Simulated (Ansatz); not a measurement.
The relaxed structure here is a generated cell of Y3Ge: the first start was made by placing the elements on the sites of a structure type, and the end was not matched to a known phase here, so it may be hypothetical.

A relaxed structure of Y₃Ge. All values below come from r2SCAN (plane waves to 500 eV, PAW, scalar-relativistic; Ansatz, an electronic-structure program).

```xyz
16
Lattice="7.7213 0.0000 0.0000 0.0000 9.2681 0.0000 0.0000 0.0000 6.3610" Properties=species:S:1:pos:R:3 pbc="T T T"
Y      0.2354     2.3170     5.5161
Y      4.0961     2.3170     4.0254
Y      7.4859     6.9511     0.8449
Y      3.6253     6.9511     2.3356
Y      1.3683     0.5310     2.2239
Y      5.2289     4.1031     0.9566
Y      6.3530     5.1650     4.1371
Y      2.4924     8.7371     5.4044
Y      6.3530     8.7371     4.1371
Y      2.4924     5.1650     5.4044
Y      1.3683     4.1031     2.2239
Y      5.2289     0.5310     0.9566
Ge     2.9076     2.3170     0.4225
Ge     6.7682     2.3170     2.7580
Ge     4.8137     6.9511     5.9385
Ge     0.9531     6.9511     3.6030
```

Task: Determine the symmetry and give the standard cell with its independent sites.

Result: Space group Pnma (No. 62); a = 7.7213 Å, b = 9.2681 Å, c = 6.3610 Å, α = 90.00°, β = 90.00°, γ = 90.00°

```tsv
atom	site	symmetry	x	y	z
Y	4c	.m.	0.0305	0.2500	0.8672
Y	8d	1	0.1772	0.0573	0.3496
Ge	4c	.m.	0.3766	0.2500	0.0664
```

This is the AFLOW prototype AB3_oP16_62_c_cd (D0_11, as in Fe3C).

Task: Give the shortest distances between elements (the closest pairs, up to four, under 3.6 Å).

Result: Ge–Y 2.96 Å; Y–Y 3.50 Å.

```json
{
  "volume_per_atom": "28.45 Å³",
  "band_gap": "no gap (metallic)"
}
```

No spin polarisation in the result.

The run could not lose the symmetry of its start, so the end can be a saddle point.
